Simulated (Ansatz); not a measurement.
Relaxing a structure of La

The start is a generated cell, La placed in the AFLOW prototype A_hR3_166_ac (C19, as in Sm). A full variable-cell relaxation at zero pressure is run with PBE (plane waves to 420 eV, PAW, scalar-relativistic; Ansatz, a quantum-chemistry and plane-wave program). The first steps use a coarse 10×10×10 k-mesh.

Input geometry:
```
CELL_PARAMETERS angstrom
      1.88528     1.08847     9.11280
     -1.88528     1.08847     9.11280
      0.00000    -2.17693     9.11280
ATOMIC_POSITIONS crystal
  La 0.00000 0.00000 0.00000
  La 0.22222 0.22222 0.22222
  La 0.77778 0.77778 0.77778
```

* **Largest initial force**: 0.08 eV/Å, on La2, La3 (atoms numbered as listed)
* **Energy released**: under 0.01 eV/atom
* **Optimiser moves**: 3

Relaxed structure:

```cif
data_La9
_chemical_formula_sum 'La9'
_space_group_name_H-M_alt 'R-3m :H'
_space_group_IT_number 166
_space_group_name_Hall '-R 3 2"'
_cell_length_a 3.77734
_cell_length_b 3.77734
_cell_length_c 27.19878
_cell_angle_alpha 90.000
_cell_angle_beta 90.000
_cell_angle_gamma 120.000
loop_
_atom_site_label
_atom_site_type_symbol
_atom_site_symmetry_multiplicity
_atom_site_Wyckoff_symbol
_atom_site_fract_x
_atom_site_fract_y
_atom_site_fract_z
_atom_site_occupancy
La1 La 3 a 0.00000 0.00000 0.00000 1
La2 La 6 c 0.00000 0.00000 0.22319 1
```
(The calculation used a cell of 3 atoms; values per cell refer to that cell.)

Final values are on a 14×14×14 k-mesh of the relaxed cell. No spin polarisation in the result.

The run could not lose the symmetry of its start; a randomly shaken copy of 6 atoms returns to this structure.

The relaxed structure here is a generated cell of La: the first start was made by placing the elements on the sites of a structure type, and the end was not matched to a known phase here, so it may be hypothetical. Known forms of La include space group No. 194.
